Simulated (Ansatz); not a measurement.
# TiC (Fm-3m): elasticity against pressure

```
CELL_PARAMETERS angstrom
0.00000 2.14671 2.14671
2.14671 0.00000 2.14671
2.14671 2.14671 0.00000
ATOMIC_POSITIONS crystal
Ti 0.00000 0.00000 0.00000
C 0.50000 0.50000 0.50000
```

This is the zero-pressure cell. At each pressure cell and atoms are relaxed in this structure, and the constants are slopes of the stress at strains of ±0.005 with relaxed ions (the coefficients that govern stability under load). Level: PBEsol, PAW on Ansatz 0.2.0's default frozen-core files (fitted under PBE), scalar-relativistic; k mesh 18×18×18, strains of ±0.005, Fermi-Dirac smearing of 0.050 eV, cutoff 420 eV. P is the pressure of the relaxed cell, less that of this one.

```tsv
P (GPa)	V/V₀	C11 (GPa)	C12 (GPa)	C44 (GPa)
0.00	1.0000	555.4	123.2	169.4
1.02	0.9962	564.4	124.8	170.1
2.01	0.9926	573.1	126.4	170.8
4.00	0.9856	590.5	129.5	172.1
7.00	0.9754	616.3	134.1	174.1
9.99	?	?	?	?
14.98	0.9506	683.8	146.3	179.0
```

**Question.** Does the bulk modulus from the constants agree with the pressure-volume curve?

**Answer.** A third-order Birch-Murnaghan fit to the volumes shown (F against f, f = [(V₀/V)^(2/3) − 1]/2) gives B₀ = 267.2 GPa and B′ = 4.0. Its −V dP/dV stands beside (C11 + 2C12)/3:

```
P (GPa)  from P(V)  from the constants
   0.00      267.2               267.3
   1.02      271.3               271.3
   2.01      275.2               275.3
   4.00      283.1               283.2
   7.00      294.8               294.8
  14.98      325.5               325.4
```

**Question.** What are the pressure derivatives at zero pressure?

**Answer.** Slopes at V₀ of quadratic fits in −ln(V/V₀) through the first four rows shown, divided by B₀: dC11/dP = 8.9, dC12/dP = 1.6, dC44/dP = 0.7. The mean slopes up to 2.0 GPa are 8.8, 1.6, 0.7; curvature and scatter of the constants part the two. The combination (dC11/dP + 2 dC12/dP)/3 = 4.0 stands against B′.

**Question.** Fill the row at 9.99 GPa.

**Answer.** Cubic fits in −ln(V/V₀) through all rows shown give C11 = 641.9, C12 = 138.6, C44 = 175.9 GPa. Computed: V/V₀ = 0.9657, C11 (GPa) = 641.9, C12 (GPa) = 138.7, C44 (GPa) = 175.9.

**Question.** Does a shear stiffness soften?

**Answer.** C44 goes from 169.4 to 179.0 GPa; (C11 − C12)/2 goes from 216.1 to 268.8 GPa. Neither ends more than 3 % under its start, and the lattice stays mechanically stable over this range.

Limits of these numbers: no other phase was computed; many crystals of this kind change structure within this range, and rows or crossings beyond such a change describe a metastable lattice; frozen-core PAW files fitted under PBE, their cores solved anew for the functional of the run; responses of metals move with mesh and smearing; phonons weren't checked at these pressures.
